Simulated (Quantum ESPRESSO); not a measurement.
# In2TaCu3Mo2: one composition in several site orders

Simulated, not a measurement. The program is pw.x of Quantum ESPRESSO 7.5 (plane-wave density functional theory). The cell is made up: eight metal atoms on a hexagonal close-packed lattice, with elements, volume, strain and displacements drawn at random and not relaxed, so it may be unstable or far from any real phase. PseudoDojo standard norm-conserving files set the functional (PBE unless stated); there is no spin polarisation or spin-orbit coupling, the Fermi-Dirac width of 0.25 eV means electrons at about 2900 K, and the masses in the input are unused placeholders. The copper pseudopotential is less sure than most, with forces differing by about three percent and pressure by about two GPa from a second method on plain copper. Heavy elements are run without spin-orbit coupling, which real alloys of them have. A spin test at this wide smearing found no moment, but such smearing suppresses magnetism that the real alloy may have.

The runs put one composition on the sites in different orders. Cell, positions, cutoff, mesh and smearing stay as in the input of run 1; sites are counted in its order. Stress in the tables is positive in tension.

Input of run 1:

```
&control calculation='scf', pseudo_dir='./dojo.nc.sr.pbe.v0_5.standard.upf', outdir='./o', disk_io='minimal', tprnfor=.true., tstress=.true. /
&system ibrav=0, nat=8, ntyp=4, nbnd=74, ecutwfc=92.02030273, nosym=.true., tot_charge=0,
 occupations='smearing', smearing='fd', degauss=0.0183746611
/
&electrons conv_thr=1.470e-08, electron_maxstep=70, mixing_beta=0.5 /
ATOMIC_SPECIES
Cu 1.0 Cu.upf
In 1.0 In.upf
Mo 1.0 Mo.upf
Ta 1.0 Ta.upf
CELL_PARAMETERS angstrom
3.0196 -0.0674 4.6795
2.8519 -0.0363 -4.5736
-3.0255 5.0298 -0.07
ATOMIC_POSITIONS angstrom
In 0.0715 -0.0213 -0.0746
Ta -1.5517 2.4251 0.0203
Cu 2.7749 1.5331 -2.2956
Cu 1.2659 4.0032 -2.3568
In 3.0129 -0.0448 0.0343
Mo 1.5118 2.4527 -0.0737
Cu 2.8991 1.779 2.2535
Mo 1.3674 4.1559 2.2926
K_POINTS automatic
5 5 5 1 1 1
```

```
run  elements on sites 1 to 8  free energy less that of run 1 (eV)  -TS (eV)  pressure (GPa)  stress xx (GPa)  stress yy (GPa)  stress zz (GPa)  stress yz (GPa)  stress xz (GPa)  stress xy (GPa)  iterations
  1   In Ta Cu Cu In Mo Cu Mo                                0.000    -1.184           -2.98             3.43             0.60             4.91            -0.47             1.96            -2.06          17
  2   In Mo Cu Cu Ta In Mo Cu                               -0.077    -1.165           -1.77             0.88             1.28             3.14             0.04            -1.72            -0.13          17
  3   In Cu Ta Mo Mo Cu In Cu                               -0.212    -1.245           -3.09             4.68             2.25             2.34            -1.59            -1.32            -4.26          17
  4   Cu In Cu In Ta Mo Mo Cu                                0.731    -1.257           -0.18             2.21             0.97            -2.63             0.49             6.29            -6.78          18
  5   Ta Cu In Mo Cu Cu In Mo                                0.297    -1.286           -1.25             3.42            -3.56             3.89            -1.49             0.64            -2.92          17
  6   Cu Mo In Mo In Ta Cu Cu                               -0.031    -1.202           -2.01             5.70             0.75            -0.42             1.07             3.66            -0.74          17
```

Forces Fx Fy Fz (eV/Å):

| site | run 1 | run 2 | run 3 | run 4 | run 5 | run 6 |
| --- | --- | --- | --- | --- | --- | --- |
| 1 | -0.25 0.54 0.50 | -0.06 0.02 0.05 | -0.09 -0.79 -0.39 | -0.01 0.26 -0.14 | 0.02 -1.35 -0.25 | -0.15 -0.06 -0.22 |
| 2 | 0.81 1.99 -0.45 | 0.53 -0.33 -0.32 | 0.39 0.38 -0.87 | 2.14 0.84 -2.30 | 0.42 0.52 -0.79 | 0.78 2.12 -1.27 |
| 3 | 0.37 0.43 -0.17 | 0.34 0.21 0.05 | 0.12 0.30 0.87 | 0.37 -0.10 -0.14 | 0.91 0.99 0.60 | 0.92 -0.07 -1.44 |
| 4 | 0.26 -0.08 0.14 | 0.46 0.90 -0.13 | 1.68 2.48 0.62 | 1.56 3.03 0.14 | 1.31 3.05 0.12 | 0.40 -0.58 -0.38 |
| 5 | -0.97 -1.06 -0.20 | -0.29 -0.10 -0.11 | 0.07 -0.60 -0.67 | -0.46 -0.22 0.12 | -0.16 -0.63 0.01 | -0.50 -1.38 1.02 |
| 6 | -0.18 0.43 0.07 | -1.05 0.27 0.07 | -0.27 0.17 0.16 | -0.96 -0.95 1.25 | -0.38 0.35 0.20 | -0.78 1.28 1.38 |
| 7 | -0.33 -0.24 0.61 | 0.08 -0.86 0.35 | -1.85 -1.48 0.26 | -2.53 -2.96 1.27 | -1.47 -2.43 0.32 | -0.58 -0.79 0.74 |
| 8 | 0.29 -2.01 -0.51 | -0.02 -0.11 0.05 | -0.04 -0.46 0.00 | -0.11 0.11 -0.19 | -0.64 -0.50 -0.22 | -0.10 -0.52 0.18 |

The sites are displaced and not relaxed, so the energy differences hold strain from misfit and are not ordering energies. A rerun of one cell of this series at a higher cutoff and on a denser mesh moved values by no more than 0.005 eV in energy, 0.04 GPa in stress and 0.005 eV/Å in force, and a second program with other atomic files agreed on that cell to 2 % rms in force and 0.5 GPa in pressure.